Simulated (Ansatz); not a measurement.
**W: generalised stacking fault**

Level of theory: DFT PBEsol, scalar-relativistic, plane waves, PAW in Ansatz. Cutoff 420 eV, Γ-centred 18×18×5 k-points, Gaussian smearing of 0.15 eV. Spin–orbit coupling is left out, which can shift energies with elements as heavy as these. No spin polarisation. Energies are free energies at this smearing, counted from the undisturbed cell; pressure is positive in compression.

The undisturbed cell (as given, not relaxed at this level; it stands at -11.4 GPa):

```
W
1.0
    -1.59730    1.59730   -1.59730
    -1.59730   -1.59730    1.59730
     0.00000    6.38920    6.38920
W
4
Direct
  0.00000 0.00000 0.87500
  0.50000 0.50000 0.12500
  0.00000 0.00000 0.37500
  0.50000 0.50000 0.62500
```

The cut lies on the cell's a–b face, a (0 1 1) plane (indices in the standard cell, whose axes needn't be the Cartesian ones shown) of area 7.22 Å², between layers 2.26 Å apart. Vector c is tilted by f times 1·a − 1·b (length 4.518 Å) with the atoms' Cartesian places fixed: one unrelaxed fault a cell. The cell is metallic on the mesh throughout. At -11 GPa the given cell is far from its own equilibrium, so these figures belong to a strongly strained crystal.

| f | γ (mJ/m²) | shear traction, the slope of γ along the slip (GPa) |
| --- | --- | --- |
| 0.0000 | 0 | 0.0 |
| 0.0833 | ? | ? |
| 0.1667 | ? | ? |
| 0.2500 | 1597 | 12.9 |
| 0.3333 | 2537 | 37.5 |
| 0.4167 | 4099 | 38.4 |
| 0.5000 | 4912 | 0.0 |

By symmetry 0.6667 repeats 0.3333, 0.8333 repeats 0.1667, 0.5833 repeats 0.4167, 0.7500 repeats 0.2500, 0.9167 repeats 0.0833 in energy, with the opposite slope along the path.

(1) Give the withheld values.

Results:

(1) γ (mJ/m²) at f = 0.0833: 447; shear traction, the slope of γ along the slip (GPa) at f = 0.0833: 21.1; γ (mJ/m²) at f = 0.1667: 1211; shear traction, the slope of γ along the slip (GPa) at f = 0.1667: 14.2.